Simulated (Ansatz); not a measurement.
ScOF:
Space group P2₁/c (No. 14); a = 5.1681 Å, b = 5.1461 Å, c = 5.2363 Å, α = γ = 90.00°, β = 99.82°

| atom | site | symmetry | x | y | z |
|---|---|---|---|---|---|
| Sc | 4e | 1 | 0.6918 | 0.4725 | 0.2877 |
| O | 4e | 1 | 0.4559 | 0.2462 | 0.4877 |
| F | 4e | 1 | 0.0576 | 0.6727 | 0.3406 |

Relaxed with r²SCAN. Plane-wave PAW r²SCAN (Ansatz code) gives a gap of 5.04 eV.

Q: What gap does HSE06 give on the same cell (Ansatz, PAW)?

A: 6.40 eV, 1.36 eV more. The hybrid was solved on a coarser mesh and at special points; its gap is the smallest among all of these.

```csv
k,v1 r²SCAN,c1 r²SCAN,v1 HSE06,c1 HSE06
Γ,-0.15,5.16,-0.15,6.53
Z,0.00,5.28,0.00,6.64
B,-0.07,5.44,___,___
Y2,-0.13,5.04,-0.13,6.40
C2,-0.01,5.24,___,___
D,-0.77,5.49,-0.86,6.88
A,-0.08,5.45,___,___
E,-0.94,5.48,___,___
```

Q: Top valence (v1) and lowest conduction level (c1) in eV from each method's valence maximum (which need not be a listed point): supply the withheld HSE06 values.

A: 
- C2, v1 HSE06: -0.01
- C2, c1 HSE06: 6.60
- E, v1 HSE06: -1.03
- E, c1 HSE06: 6.87
- B, v1 HSE06: -0.07
- B, c1 HSE06: 6.84
- A, v1 HSE06: -0.09
- A, c1 HSE06: 6.85

Cost on shared cores: the r²SCAN run (SCF on a 6×6×6 mesh, then bands and DOS) very roughly 4 core-minutes, the HSE06 run (SCF on 3×3×3, then a few points) around 3 core-minutes (rough); the tasks are unlike.

Space group P2_1/c. The workflow started from a Materials Project entry (that database holds measured and hypothetical structures alike); the Crystallography Open Database copy checked does not list it. Its standing as an ambient phase is unchecked. The r²SCAN relaxation kept the symmetry of its start; of distortions, only those at the zone centre were tested. No spin polarisation was allowed.

Potentials: the later of the program's two PAW sets.
